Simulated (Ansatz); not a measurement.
Input and command of a plane-wave DFT calculation in Ansatz:

```yaml
crystal:
  lattice:
    - [3.372430277, -3.3674520411, 0.0]
    - [3.372430277, 3.3674520411, 0.0]
    - [0.0, 0.0, 8.8127321861]
  atoms:
    - { symbol: Ag, position: [0.5, 0.0, 0.3092481955] }
    - { symbol: Ag, position: [0.0, 0.5, 0.6907518045] }
    - { symbol: Ag, position: [0.0, 0.5, 0.3092481955] }
    - { symbol: Ag, position: [0.5, 0.0, 0.6907518045] }
    - { symbol: Ag, position: [0.0, 0.0, 0.0] }
basis:
  ecutwfc: 420
kpoints:
  mp_grid: { grid: [4, 4, 2] }
hamiltonian:
  xc: pbesol
scf:
  occupations: { method: gaussian, width: 0.1 }
output:
  forces: true
  stress: true
  eigenvalues: true
```

```bash
ansatz run input.yaml --threads 1 --pin off --max-ram 2560MiB --backend cpu --events-out ev --progress --plain --runs-dir out
```

Processor: Arm Neoverse V1, 1 thread, on a host shared with other jobs.

How long does it run, and how much memory does it take?

About 8.1 s on 1 thread of Arm Neoverse V1, with other jobs on the host, peak memory 0.42 GiB. It solves 57 bands at 14 k points (the mesh reduced by symmetry) with about 3877 plane waves, in 8 SCF iterations.
